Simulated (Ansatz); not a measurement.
Task: Name crystals whose computed values (plane-wave PAW PBE (Ansatz code)) fall in these windows: HSE06 gap (eV) 1.6 to 2.1; highest Γ mode, no LO–TO term (cm⁻¹) 330 to 460; gap (eV) 0.97 to 1.2.

Result: 

```json
[
 {"crystal": "BaZrS3, Pnma (Ba on 4c, Zr on 4b, S on 4c, S on 8d)", "HSE06 gap (eV)": "1.84", "highest Γ mode, no LO–TO term (cm⁻¹)": "405", "gap (eV)": "1.06"}
]
```
Others may fit too.

The cell was relaxed under the symmetry of its start. Rows with no word on spin ran without spin polarisation. Scalar-relativistic: spin–orbit coupling is off unless named, which matters more the heavier the elements.

Potentials: the later of the program's two PAW sets.
